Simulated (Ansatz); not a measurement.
A geometry of Cr away from equilibrium: step 16 of the relaxation of a relaxed Cr cell, doubled along one cell vector, shaken by Gaussian noise of σ = 0.08 Å a coordinate. Calculation: r2SCAN (plane waves to 500 eV, PAW, scalar-relativistic; Ansatz, an electronic-structure program). Γ-centred k-mesh 15×8×10 on the run's cell (coarser than for final values), Fermi–Dirac smearing 0.05 eV.

```
Cr
1.0
   -2.67584     2.01154     2.04488
    3.80370    -4.02046     1.25922
    2.67457     2.00896    -2.04249
Cr
4
Direct
  0.84914   0.17580   0.48568
  0.84914   0.67580   0.48568
  0.84914   0.92581   0.98568
  0.84914   0.42581   0.98568
```

Which atoms carry the largest force, and which way does it point?

No atom: all forces are below 0.005 eV/Å; only the cell is out of equilibrium.

What is the pressure?

+3.8 GPa, compression positive.

How far above the relaxed end point is this geometry?

0.01 eV/atom; the path ends in Im-3m (No. 229) (bcc (W type)).

No spin polarisation in the result. A magnetic state may lie lower.

Of the parent cell (I4₁/amd (No. 141)): it is a generated cell of Cr: the first start was made by placing the elements on the sites of a structure type, and the end was not matched to a known phase here, so it may be hypothetical. Known forms of Cr include space group No. 229.
